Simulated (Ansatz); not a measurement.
# Na3Ca3InP4: a ladder of calculations

Cell of run 1: a measured structure from the Crystallography Open Database (COD), taken as it stands.

```xyz
22
Lattice="9.3580 0.0000 0.0000 -4.6790 8.1043 0.0000 0.0000 0.0000 7.1477" Properties=species:S:1:pos:R:3 pbc="T T T"
Na   -2.6619    6.9397    0.5061
Na    2.0171    1.1646    4.0799
Na    0.0000    2.3292    0.5061
Na    7.3409    1.1646    4.0799
Na    2.6619    6.9397    0.5061
Na    4.6790    5.7751    4.0799
Ca    2.7182    3.8335    1.6976
Ca   -1.9608    4.2708    5.2714
Ca    4.6790    0.4373    1.6976
Ca    1.9608    4.2708    5.2714
Ca    6.6398    3.8335    1.6976
Ca    0.0000    7.6670    5.2714
In    0.0000    5.4028    2.5747
In    4.6790    2.7014    6.1486
P    -2.0866    6.6076    3.3916
P     2.5924    1.4967    6.9654
P     0.0000    2.9934    3.3916
P     6.7656    1.4967    6.9654
P     2.0866    6.6076    3.3916
P     4.6790    5.1109    6.9654
P     0.0000    5.4028    0.0000
P     4.6790    2.7014    3.5739
```

Sites (sets of like atoms) are named by element and the number of their first atom in this list.

Relaxed positions (PBE, cell held):

```
CELL_PARAMETERS angstrom
9.35800 0.00000 0.00000
-4.67900 8.10427 0.00000
0.00000 0.00000 7.14770
ATOMIC_POSITIONS crystal
Na 0.13679 0.86321 0.07457
Na 0.27359 0.13679 0.57457
Na 0.13679 0.27359 0.07457
Na 0.86321 0.13679 0.57457
Na 0.72641 0.86321 0.07457
Na 0.86321 0.72641 0.57457
Ca 0.52856 0.47144 0.23626
Ca 0.05712 0.52856 0.73626
Ca 0.52856 0.05712 0.23626
Ca 0.47144 0.52856 0.73626
Ca 0.94288 0.47144 0.23626
Ca 0.47144 0.94288 0.73626
In 0.33333 0.66667 0.35584
In 0.66667 0.33333 0.85584
P 0.18572 0.81428 0.47589
P 0.37145 0.18572 0.97589
P 0.18572 0.37145 0.47589
P 0.81428 0.18572 0.97589
P 0.62855 0.81428 0.47589
P 0.81428 0.62855 0.97589
P 0.33333 0.66667 0.99259
P 0.66667 0.33333 0.49259
```

All runs are DFT with Ansatz 0.2.0 (plane waves and PAW, scalar-relativistic unless spin–orbit coupling is named, Γ-centred meshes, Fermi–Dirac smearing where given) in this cell.

Run 1: PBE, atoms as given; 420 eV, 4×4×4 k-points, smearing 0.02 eV.
Run 2: PBE, atoms relaxed; 420 eV, 4×4×4 k-points, smearing 0.02 eV.
Run 3: r2SCAN, at the relaxed atoms; 500 eV, 4×4×4 k-points, smearing 0.02 eV.

```csv
run,Na V_zz (η),In V_zz (η),P15 V_zz (η),P21 V_zz (η)
1,-0.97 (0.94),4.26 (0.00),4.61 (0.41),2.84 (0.00)
2,?,?,?,?
3,1.28 (0.97),4.03 (0.00),4.81 (0.31),3.24 (0.00)
```

V_zz in 10²¹ V/m²; 4 of the 5 sets of like atoms are followed.

(1) Estimate the row of run 2.

Results:

(1) Na: 1.20 (0.97); In: 3.90 (0.00); P15: 4.75 (0.34); P21: 3.29 (0.00). It lies nearest to run 3, from whose tensors on these sites it differs by 0.13 at most (largest principal value of the difference, on In). Taken one at a time, the positions of the atoms (as given or relaxed) move the tensors on these sites by up to 0.45 (largest principal value of the change, on P21), the functional (r2SCAN with its higher cutoff) by 0.13 (In). On some sites the largest principal value moves to another axis from run to run, and the sign of V_zz can flip with it. On Na η is near 1, so the change of sign is little more than a relabelling of axes.

Without spin–orbit coupling (the program notes it for In) the gradients can shift somewhat, as the gap is small. Without spin–orbit coupling (the program notes it for In) the gradients are little affected as a rule: paired runs on crystals with a gap mostly move them by under 2 % at such atoms. In run 1 the atoms aren't at the calculated equilibrium (largest force 0.41 eV/Å).
